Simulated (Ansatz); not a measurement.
Starting cell, CuI (zinc blende):

```xyz
2
Lattice="0.0000 3.0397 3.0397 3.0397 0.0000 3.0397 3.0397 3.0397 0.0000" Properties=species:S:1:pos:R:3 pbc="T T T"
I      4.5595     4.5595     4.5595
Cu     0.0000     0.0000     0.0000
```

In this cell atom 1 (I, nearest neighbour Cu at 2.632 Å; its periodic images, 4.3 Å or more away, move with it) is moved by s along Cartesian x, unit vector (1.000, 0.000, 0.000); all other atoms and the cell stay fixed.

Method: PBE (plane waves to 420 eV, PAW, scalar-relativistic; Ansatz, a quantum-chemistry and plane-wave program). k mesh 8×8×8 (Γ-centred), Fermi-Dirac smearing 0.05 eV. E stands for the smeared free energy. F∥ is the force on the atom along that direction. CuI is run without spin polarisation. CuI was relaxed with its symmetry unable to fall. Spin-orbit coupling is left out, though I is heavy. ΔE is measured from the undisplaced structure.

Give the computed ΔE (meV/cell) and F∥ (eV/Å) at s (Å) = -0.632, -0.474, -0.158, 0.158, 0.474, 0.790.


| s (Å) | ΔE (meV/cell) | F∥ (eV/Å) |
|---|---|---|
| -0.632 | 481 | 1.532 |
| -0.474 | 268 | 1.151 |
| -0.158 | 29 | 0.371 |
| 0.158 | 29 | -0.371 |
| 0.474 | 268 | -1.151 |
| 0.790 | 748 | -1.829 |

(A displaced cell: forces are minus the slopes of the energy, force constants its curvatures, and phonons follow from these.)
